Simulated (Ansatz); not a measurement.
Molecular dynamics on a 2×2×2 supercell (24 atoms) of Sr2C (antifluorite), relaxed with r2SCAN. Forces come from PBE in the plane-wave code Ansatz: constant energy and volume (NVE), velocities drawn at 200 K, steps of 1.5 fs. Spin polarisation is off, nuclei are classical, and the run is far too short for thermal averages. The structure comes from a prototype and may be hypothetical.

```yaml
crystal:
  lattice:
    - [0.0, 6.7202848897, 6.7202848897]
    - [6.7202848897, 0.0, 6.7202848897]
    - [6.7202848897, 6.7202848897, 0.0]
  atoms:
    - { symbol: C, position: [0.0, 0.0, 0.0] }
    - { symbol: Sr, position: [0.125, 0.125, 0.125] }
    - { symbol: Sr, position: [0.375, 0.375, 0.375] }
    - { symbol: C, position: [0.0, 0.0, 0.5] }
    - { symbol: Sr, position: [0.125, 0.125, 0.625] }
    - { symbol: Sr, position: [0.375, 0.375, 0.875] }
    - { symbol: C, position: [0.0, 0.5, 0.0] }
    - { symbol: Sr, position: [0.125, 0.625, 0.125] }
    - { symbol: Sr, position: [0.375, 0.875, 0.375] }
    - { symbol: C, position: [0.0, 0.5, 0.5] }
    - { symbol: Sr, position: [0.125, 0.625, 0.625] }
    - { symbol: Sr, position: [0.375, 0.875, 0.875] }
    - { symbol: C, position: [0.5, 0.0, 0.0] }
    - { symbol: Sr, position: [0.625, 0.125, 0.125] }
    - { symbol: Sr, position: [0.875, 0.375, 0.375] }
    - { symbol: C, position: [0.5, 0.0, 0.5] }
    - { symbol: Sr, position: [0.625, 0.125, 0.625] }
    - { symbol: Sr, position: [0.875, 0.375, 0.875] }
    - { symbol: C, position: [0.5, 0.5, 0.0] }
    - { symbol: Sr, position: [0.625, 0.625, 0.125] }
    - { symbol: Sr, position: [0.875, 0.875, 0.375] }
    - { symbol: C, position: [0.5, 0.5, 0.5] }
    - { symbol: Sr, position: [0.625, 0.625, 0.625] }
    - { symbol: Sr, position: [0.875, 0.875, 0.875] }
kpoints:
  mp_grid: { grid: [2, 2, 2] }
hamiltonian:
  xc: pbe
scf:
  occupations: { method: fermi_dirac, width: 0.02 }
md:
  ensemble: nve
  temperature: 200
  timestep: 1.5
  n_steps: 30
  initial_velocities: maxwell_boltzmann
  seed: 9242
```

Command: `ansatz run input.yaml --threads 4 --pin off --max-ram 3686MiB --backend cpu --events-out ev --progress --plain --runs-dir out`. Wall time 3 min on 4 threads of Arm Neoverse V1, with other jobs on the host; peak host memory 2 GiB.

```csv
step,t (fs),T (K),free energy F from step 0 (meV/atom),kinetic energy (meV/atom),largest force (eV/Å)
0,0,200,0.0,24.8,0.00
1,1.5,200,0.0,24.7,0.03
2,3,199,0.1,24.6,0.05
3,4.5,198,0.3,24.5,0.08
4,6,196,0.5,24.2,0.11
5,7.5,193,0.8,23.9,0.13
6,9,190,1.2,23.5,0.16
7,10.5,186,1.7,23.1,0.19
8,12,182,2.2,22.6,0.21
9,13.5,178,2.8,22.0,0.24
10,15,172,3.4,21.4,0.27
11,16.5,167,4.1,20.7,0.29
12,18,161,4.8,19.9,0.32
13,19.5,155,5.6,19.2,0.34
14,21,148,6.4,18.4,0.36
15,22.5,142,7.2,17.6,0.39
16,24,135,8.0,16.8,0.41
17,25.5,129,8.8,15.9,0.43
18,27,122,9.6,15.1,0.46
19,28.5,116,10.4,14.3,0.48
20,30,109,11.2,13.6,0.50
21,31.5,103,12.0,12.8,0.52
22,33,98,12.7,12.1,0.54
23,34.5,92,13.3,11.5,0.55
24,36,88,13.9,10.8,0.57
25,37.5,83,14.5,10.3,0.59
26,39,79,15.0,9.8,0.60
27,40.5,75,15.4,9.3,0.61
28,42,72,15.8,9.0,0.63
29,43.5,70,16.1,8.7,0.64
30,45,68,16.4,8.4,0.65
```

The temperature goes from 200 K to 68 K in 45 fs. The atoms start on their lattice sites with kinetic energy alone, so much of it first passes into potential energy. The conserved energy stays within 0.01 meV an atom. By the last step the atoms have moved 0.14 Å in the root mean square, the drift of the whole cell taken out, 0.30 Å at most.

Positions (Å) and forces (eV/Å) at step 30:
```
C    0.062   0.014  -0.128    -0.065  -0.075   0.255
Sr   1.622   1.707   1.690     0.231  -0.218  -0.232
Sr   5.080   5.116   5.022     0.108  -0.344   0.187
C    3.292   3.193   0.133     0.039   0.259  -0.277
Sr   5.030   5.075   1.673     0.022  -0.181  -0.082
Sr   8.348   8.361   5.029     0.011   0.063   0.161
C    3.424  -0.132   3.575    -0.036   0.341  -0.264
Sr   4.930   1.705   5.002     0.249  -0.131   0.263
Sr   8.428   4.994   8.418    -0.260  -0.021  -0.081
C    6.693   3.430   3.078    -0.052   0.035   0.384
Sr   8.494   5.042   5.027    -0.271  -0.050   0.164
Sr  11.821   8.338   8.437    -0.153   0.357  -0.133
C   -0.062   3.257   3.309    -0.039   0.183   0.026
Sr   1.729   5.064   5.065    -0.029  -0.044  -0.107
Sr   5.066   8.441   8.457    -0.052  -0.092  -0.266
C    3.489   6.836   3.485    -0.092  -0.247  -0.168
Sr   4.968   8.351   5.047     0.208   0.390   0.210
Sr   8.332  11.715   8.309     0.116   0.163   0.105
C    3.313   3.353   6.596    -0.135   0.003   0.082
Sr   5.016   5.090   8.538     0.178  -0.291  -0.551
Sr   8.446   8.416  11.732    -0.313  -0.139   0.186
C    6.859   6.568   6.892    -0.157   0.216  -0.301
Sr   8.422   8.418   8.373     0.084  -0.141  -0.053
Sr  11.766  11.740  11.696     0.408  -0.038   0.491
```
